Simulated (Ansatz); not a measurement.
SiC (6H type, space group P6_3mc)

```
SiC
1.0
    3.09500     0.00000     0.00000
   -1.54750     2.68035     0.00000
    0.00000     0.00000    15.18649
Si C
6 6
Direct
  0.00000   0.00000   0.99982
  0.00000   0.00000   0.49982
  0.66667   0.33333   0.83309
  0.33333   0.66667   0.33309
  0.66667   0.33333   0.16660
  0.33333   0.66667   0.66660
  0.00000   0.00000   0.87447
  0.00000   0.00000   0.37447
  0.66667   0.33333   0.70810
  0.33333   0.66667   0.20810
  0.66667   0.33333   0.04161
  0.33333   0.66667   0.54161
```

Equation-of-state scan: isotropic scaling of the cell above, V₀ being its volume. The atoms relax within the cell's symmetry.

Calculation: PBE (plane waves to 420 eV, PAW, scalar-relativistic; Ansatz, a first-principles code). k mesh 10×10×2 (Γ-centred), Fermi-Dirac smearing 0.05 eV. Energies are smeared free energies. Stress and pressure are positive under compression. SiC was relaxed with its symmetry unable to fall. The PAW data are Ansatz's earlier set. ΔE is measured from the relaxed starting cell.

Problem. What ΔE (meV/atom) and P (GPa) does the calculation give at V/V₀ = 0.867, 0.893, 1.080, 1.133, 1.160?

Solution. 
```json
[
 {"V/V₀": "0.867", "ΔE (meV/atom)": "156.7", "P (GPa)": "40.3"},
 {"V/V₀": "0.893", "ΔE (meV/atom)": "95.5", "P (GPa)": "30.0"},
 {"V/V₀": "1.080", "ΔE (meV/atom)": "39.4", "P (GPa)": "-14.1"},
 {"V/V₀": "1.133", "ΔE (meV/atom)": "100.8", "P (GPa)": "-20.8"},
 {"V/V₀": "1.160", "ΔE (meV/atom)": "139.6", "P (GPa)": "-23.5"}
]
```

(Under strain, the slope of the energy per volume gives the stress and its curvature an elastic modulus.)
